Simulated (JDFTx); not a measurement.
```yaml
surface: WSi2(110), Si/W outermost, slab composition W4Si8
bulk: WSi2, I4/mmm, lattice of mp-1620 (not re-optimised)
slab: 12 atoms in 4 planes, 1x1, 7.0 Å between the outermost planes
in-plane cell: 4.515 × 4.515 Å, 17.74 Å²
cell_height: 22.8 Å
sampling: 6×6×1 k mesh, Fermi smearing 0.01 Ha, no spin polarisation
```

Whether this polymorph is the ambient one wasn't checked.

Computed with JDFTx (a modified build): PBE, GBRV ultrasoft potentials, plane waves to 20/100 Ha. Liquid: CANDLE, water, 1 M KF. The neutral cell holds 88 valence electrons and has two faces of 17.735 Å² each. Last filling lines of the neutral and of a charged run (μ in hartree, zero in the bulk liquid):

```
FillingsUpdate:  mu: -0.152455275  nElectrons: 88.000000
FillingsUpdate:  mu: -0.170517000  nElectrons: 87.850686
```

Working it through: both potentials, by the convention U = −μ/e − 4.44 V vs SHE, the surface charge density and the mean capacitance.

U_pzc = 0.15246 × 27.2114 − 4.44 = -0.29 V; U = 0.17052 × 27.2114 − 4.44 = 0.20 V. The cell has -0.1493 excess electrons, a net charge of 0.1493 e, shared by two faces: σ = 0.1493 e / (2 × 17.735 Å²) = 0.00421 e/Å² = 6.7 μC/cm² (1 e/Å² = 1602.18 μC/cm²). C = σ/(U − U_pzc) = 6.7/0.49 ≈ 14 μF/cm².
